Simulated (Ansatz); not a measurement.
**FeBiO4: computed properties**

These are results of Ansatz 0.2.0, DFT PBE, scalar-relativistic, plane waves, PAW, not measurements.

Settings: cutoff 420 eV, Γ-centred mesh 12×12×8 on the computed 6-atom cell, Gaussian smearing of 0.10 eV; collinear spin from starting moments 3.9 0.0 0.0 0.0 0.0 0.0 μB.

The structure is relaxed at this level of theory with its symmetry kept, and needn't be the ground state of this composition.

```cif
data_structure
_symmetry_space_group_name_H-M 'P 1'
_symmetry_Int_Tables_number 1
_cell_length_a 3.6791
_cell_length_b 3.6791
_cell_length_c 5.7574
_cell_angle_alpha 90.000
_cell_angle_beta 90.000
_cell_angle_gamma 120.000
_cell_volume 67.49
loop_
_atom_site_label
_atom_site_type_symbol
_atom_site_fract_x
_atom_site_fract_y
_atom_site_fract_z
_atom_site_occupancy
Fe1 Fe 0.00000 0.00000 0.50000 1
Bi1 Bi 0.00000 0.00000 0.00000 1
O1 O 0.33333 0.66667 0.72908 1
O2 O 0.33333 0.66667 0.27092 1
O3 O 0.66667 0.33333 0.72908 1
O4 O 0.66667 0.33333 0.27092 1
```

| Item | Value |
| --- | --- |
| Space group | P6/mmm (No. 191) |
| Volume per atom | 11.25 Å³ |
| Formation energy from the elements' standard states (uncorrected) | +0.276 eV/atom |
| Kohn–Sham band gap | none (metal) |
| Density of states at the Fermi level | 6.6 states/eV per cell |
| Orbital (Löwdin) character within 0.5 eV of the Fermi level | O 2p 64 %, Fe 3d 31 % |
| Bader charge by site (e) | Fe (1 in the cell) 1.37, Bi (1 in the cell) 1.72, O (4 in the cell) -0.77 |
| Total moment | 3.40 μB per cell |
| Moment by site (μB) | Fe1 3.51, O3 -0.05, O4 -0.05, O5 -0.05, O6 -0.05 |

Spin-orbit coupling is left out, which matters for the bands of heavy elements. Moments started parallel, and an antiferromagnetic order may lie lower.

Only this magnetic start was tried.

Another cell of FeBiO4 relaxed alike, in F-43m, lies 0.76 eV/atom lower, so this cell isn't the stable form at this level.

The cell was found from a structure generator's guess, not taken from experiment. Löwdin shares on free-atom orbitals overweight diffuse shells.
